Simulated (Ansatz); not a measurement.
A geometry of Pb away from equilibrium: step 2 of the relaxation of a relaxed Pb cell, doubled along one cell vector, shaken by Gaussian noise of σ = 0.08 Å a coordinate. Computed with r2SCAN (plane waves to 500 eV, PAW, scalar-relativistic; Ansatz, a first-principles code). Γ-centred k-mesh 4×8×8 on the run's cell (coarser than for final values), Fermi–Dirac smearing 0.05 eV.

```xyz
4
Lattice="0.0071 6.9417 6.9551 3.4836 -0.0062 3.4873 3.4767 3.4737 0.0007" Properties=species:S:1:pos:R:3:forces:R:3 pbc="T T T" free_energy=-47682.700 pressure_GPa=0.0
Pb     1.8095     1.7686     1.7856    0.0145    0.0841    0.1383
Pb     1.6844     5.3008     5.2336    0.1761   -0.4131   -0.2343
Pb     0.0803     0.0441     0.0639   -0.2540    0.1396    0.0793
Pb    -0.0354     3.4910     3.4533    0.0635    0.1895    0.0167
```

Positions in Å, forces in eV/Å, free energy of the cell in eV (comparable only within this code, potentials and settings). Largest force: 0.51 eV/Å, on Pb2 (atoms numbered as listed); the geometry lies 0.01 eV/atom above the end of its relaxation.

No spin polarisation in the result.

The end of the path is a generated cell of Pb: the first start was made by placing the elements on the sites of a structure type, and the end was not matched to a known phase here, so it may be hypothetical. Known forms of Pb include space group No. 225.
